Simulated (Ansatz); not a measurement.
MgS (rock salt), relaxed with PBE (Ansatz, a first-principles code, plane waves, PAW): a = b = c = 5.230 Å, α = β = γ = 90.00°.

* **gap (eV)**: 2.76
* **ΔH_f (eV/atom)**: -1.44
* **B₀ by P(V) fit (GPa)**: 73.9
* **K_Hill (GPa)**: 74.0
* **G_Hill (GPa)**: 51.7
* **ε∞**: 5.41
* **ε0**: 16.4
* **highest Γ mode, no LO–TO term (cm⁻¹)**: 224
* **electron conductivity mass (mₑ)**: 0.34
* **Θ_D (K)**: 560

Question: The same phase is relaxed and computed with r²SCAN in the same code. What are the cell and these values now?

Answer: a = 5.203 Å, b = 5.203 Å, c = 5.203 Å, α = 90.00°, β = 90.00°, γ = 90.00°.

- gap (eV): 3.46
- ΔH_f (eV/atom): -1.68
- B₀ by P(V) fit (GPa): 79.8
- K_Hill (GPa): 79.8
- G_Hill (GPa): 57.5
- ε∞: 4.90
- ε0: 14.5
- highest Γ mode, no LO–TO term (cm⁻¹): 237
- electron conductivity mass (mₑ): 0.35
- Θ_D (K): 588

All cells were relaxed under the symmetry of their starts (and spin orders); stability against distortions was not tested throughout.

Potentials: the later of the program's two PAW sets.

Ansatz is a plane-wave DFT program.

Formation energies count from the lowest solids of the elements computed at the same level, not from gases.
